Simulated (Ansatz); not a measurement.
Co$_{2}$Si:
Space group Pnma (No. 62); a = 4.807 Å, b = 3.671 Å, c = 6.970 Å, α = 90.00°, β = 90.00°, γ = 90.00°

| atom | site | symmetry | x | y | z |
|---|---|---|---|---|---|
| Co | 4c | .m. | 0.1733 | 0.2500 | 0.4350 |
| Co | 4c | .m. | 0.0379 | 0.2500 | 0.7811 |
| Si | 4c | .m. | 0.1996 | 0.2500 | 0.1050 |
The run is spin-polarised, in the one order tried: ferromagnetic.

Relaxed at zero pressure with the program Ansatz at the PBEsol level (PAW).

Question: The volume is lowered by 3 % and shape and atoms relax at that volume. What pressure results, and how do the axes share the change?

Answer: 8.3 GPa; a -1.2 %, b -0.9 %, c -0.9 %; the energy rises by 8 meV/atom.

Question: Give the new structure.

Answer: 
Space group Pnma (No. 62); a = 4.749 Å, b = 3.638 Å, c = 6.906 Å, α = 90.00°, β = 90.00°, γ = 90.00°

```
atom  site  symmetry       x       y       z
----  ----  --------  ------  ------  ------
Co      4c       .m.  0.1731  0.2500  0.4347
Co      4c       .m.  0.0393  0.2500  0.7802
Si      4c       .m.  0.1970  0.2500  0.1045
```

The phase is kept; no other phase was compared at this pressure.

The cell was relaxed with PBEsol under the symmetry of its start. The final state is ferromagnetic, the only order run, not a proven ground state.

Potentials: the later of the program's two PAW sets.
